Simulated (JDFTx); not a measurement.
An input for JDFTx (a modified build) (Zr(0001), linear PCM (GLSSA13), water, 1 M NaCl; bohr, hartree) and the course of its log:

```
lattice \
  6.1212571767 3.0606285884 0.0000000000 \
  0.0000000000 5.3011642078 0.0000000000 \
  0.0000000000 0.0000000000 44.9754817661
coords-type Lattice
ion Zr 0.6666666668 0.6666666668 -0.1629901260 0
ion Zr 0.0000000002 0.0000000002 -0.0543300420 0
ion Zr 0.6666666668 0.6666666668 0.0543300420 0
ion Zr 0.0000000002 0.0000000002 0.1629901260 0
ion-species pseudo/zr_pbe_v1.upf
elec-cutoff 20 100
elec-ex-corr gga-PBE
coulomb-interaction Slab 001
coulomb-truncation-embed 0 0 0
kpoint-folding 8 8 1
elec-smearing Fermi 0.01
elec-n-bands 34
target-mu -0.113555
electronic-scf nIterations 100 energyDiffThreshold 1e-07
fluid LinearPCM
pcm-variant GLSSA13
fluid-solvent H2O
fluid-cation Na+ 1
fluid-anion Cl- 1
fluid-minimize nIterations 400 knormThreshold 1e-11
wavefunction read f0.wfns
elec-initial-eigenvals f0.eigenvals
elec-initial-fillings read f0.fillings
fluid-initial-state f0.fluidState
dump-name f0_u0.$VAR
dump End State Ecomponents EigStats BandEigs Forces ElecDensity IonicPositions Fillings Kpoints Dtot FluidDebug BoundCharge FluidDensity
```

```
[one cycle in 5 is shown, and the last three; fluid-solver lines are left out]
	FillingsUpdate:  mu: -0.113555000  nElectrons: 51.353570
SCF: Cycle:  0   G: -178.271867345143505   dG: +5.066e+00   |Residual|: 1.449e-01   |deigs|: 3.704e-09
	FillingsUpdate:  mu: -0.113555000  nElectrons: 48.685958
SCF: Cycle:  5   G: -183.182515230621561   dG: +2.808e-02   |Residual|: 2.518e-02   |deigs|: 1.201e-03
	FillingsUpdate:  mu: -0.113555000  nElectrons: 49.241781
SCF: Cycle: 10   G: -182.761995098903327   dG: +4.902e-01   |Residual|: 4.641e-02   |deigs|: 3.680e-03
	FillingsUpdate:  mu: -0.113555000  nElectrons: 48.056654
SCF: Cycle: 15   G: -183.333640169762077   dG: -2.138e-01   |Residual|: 4.849e-03   |deigs|: 4.493e-03
	FillingsUpdate:  mu: -0.113555000  nElectrons: 48.137540
SCF: Cycle: 20   G: -183.339137508708120   dG: +1.075e-04   |Residual|: 1.486e-03   |deigs|: 3.702e-04
	FillingsUpdate:  mu: -0.113555000  nElectrons: 48.171296
SCF: Cycle: 25   G: -183.339696899224975   dG: +2.848e-08   |Residual|: 5.351e-05   |deigs|: 9.361e-06
	FillingsUpdate:  mu: -0.113555000  nElectrons: 48.172390
SCF: Cycle: 30   G: -183.339696956370744   dG: -2.629e-07   |Residual|: 3.953e-05   |deigs|: 5.193e-06
	FillingsUpdate:  mu: -0.113555000  nElectrons: 48.170297
SCF: Cycle: 35   G: -183.339695659987029   dG: +1.424e-06   |Residual|: 7.867e-05   |deigs|: 1.222e-05
	FillingsUpdate:  mu: -0.113555000  nElectrons: 48.171283
SCF: Cycle: 40   G: -183.339696772215405   dG: -1.126e-07   |Residual|: 3.510e-05   |deigs|: 1.207e-06
	FillingsUpdate:  mu: -0.113555000  nElectrons: 48.171695
SCF: Cycle: 45   G: -183.339697028511466   dG: -2.894e-06   |Residual|: 1.769e-05   |deigs|: 1.243e-05
	FillingsUpdate:  mu: -0.113555000  nElectrons: 48.171436
SCF: Cycle: 50   G: -183.339696924126628   dG: -1.280e-07   |Residual|: 2.944e-05   |deigs|: 1.834e-06
	FillingsUpdate:  mu: -0.113555000  nElectrons: 48.171549
SCF: Cycle: 55   G: -183.339696964397717   dG: +1.319e-07   |Residual|: 2.388e-05   |deigs|: 2.374e-06
	FillingsUpdate:  mu: -0.113555000  nElectrons: 48.171077
SCF: Cycle: 60   G: -183.339696598640330   dG: +1.588e-07   |Residual|: 4.391e-05   |deigs|: 1.592e-06
	FillingsUpdate:  mu: -0.113555000  nElectrons: 48.171687
SCF: Cycle: 65   G: -183.339697051494596   dG: -1.879e-07   |Residual|: 2.176e-05   |deigs|: 2.801e-06
	FillingsUpdate:  mu: -0.113555000  nElectrons: 48.171380
SCF: Cycle: 70   G: -183.339696837766127   dG: +2.095e-07   |Residual|: 3.169e-05   |deigs|: 1.961e-06
	FillingsUpdate:  mu: -0.113555000  nElectrons: 48.171868
SCF: Cycle: 75   G: -183.339697025871430   dG: +5.054e-08   |Residual|: 2.362e-05   |deigs|: 1.881e-06
	FillingsUpdate:  mu: -0.113555000  nElectrons: 48.171738
SCF: Cycle: 80   G: -183.339697066288466   dG: -1.430e-07   |Residual|: 2.437e-05   |deigs|: 3.601e-06
	FillingsUpdate:  mu: -0.113555000  nElectrons: 48.170011
SCF: Cycle: 85   G: -183.339694545792952   dG: +2.561e-06   |Residual|: 9.308e-05   |deigs|: 1.383e-05
	FillingsUpdate:  mu: -0.113555000  nElectrons: 48.171751
SCF: Cycle: 90   G: -183.339696918663265   dG: +1.748e-07   |Residual|: 3.212e-05   |deigs|: 3.100e-06
	FillingsUpdate:  mu: -0.113555000  nElectrons: 48.171840
SCF: Cycle: 95   G: -183.339697076513261   dG: -2.725e-07   |Residual|: 1.166e-05   |deigs|: 3.271e-06
	FillingsUpdate:  mu: -0.113555000  nElectrons: 48.174072
SCF: Cycle: 97   G: -183.339694687010450   dG: +2.412e-06   |Residual|: 8.907e-05   |deigs|: 1.310e-05
	FillingsUpdate:  mu: -0.113555000  nElectrons: 48.171405
SCF: Cycle: 98   G: -183.339696946039851   dG: -2.259e-06   |Residual|: 4.284e-05   |deigs|: 1.670e-05
	FillingsUpdate:  mu: -0.113555000  nElectrons: 48.170918
SCF: Cycle: 99   G: -183.339696298582311   dG: +6.475e-07   |Residual|: 5.267e-05   |deigs|: 5.014e-06
SCF: None of the convergence criteria satisfied after 100 iterations.
IonicMinimize: Iter:   0  G: -183.339696298582311  |grad|_K:  0.000e+00
IonicMinimize: Converged (|grad|_K<1.000000e-04).
```

This run gave no converged result. The loop ran out of cycles short of its threshold. It has stalled and not diverged: the last ten energies span 2e-06 Ha, so the total is near its end, but levels, forces and the electron count aren't shown converged.
